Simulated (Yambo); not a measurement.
G0W0@PBEsol for TiO$_{2}$ (space group Pnma, No. 62) in Yambo (1×4×2 mesh, 8 Ry block, plasmon pole, screening fixed), without a terminator:

```tsv
bands N in G	gap Γ → (0, 0.25, 0) (eV)	shift of the valence edge (eV)
116	4.114	0.474
184	4.167	0.170
276	4.157	0.003
```

Task: Extrapolate both columns to infinite N with E(N) = E∞ + A/N, test the form, and compare with the terminator.

Result: From two points, E∞ = (N2 E2 − N1 E1)/(N2 − N1). The two largest N give 4.14 eV for the gap and -0.33 eV for the shift; the two smallest give 4.26 eV and -0.35 eV. For the gap the slopes A are -17 and 5.5 eV: the form isn't reached, and its limit is uncertain. For the shift the slopes A are 95 and 92 eV: the 1/N form holds. With the Bruneval-Gonze terminator and 276 bands the run gives 4.06 eV and -0.21 eV, 0.08 eV and 0.12 eV from the extrapolated values: the terminator too is an estimate of the remainder. Block, mesh and the bands in W are held fixed.

Geometry of the Materials Project entry, not relaxed at this level; primitive cell a = 9.460 Å, b = 2.966 Å, c = 4.881 Å, α = β = γ = 90.00°.

This is not the ordinary phase of the substance.

A shift is the quasiparticle energy of the state minus its PBEsol energy.
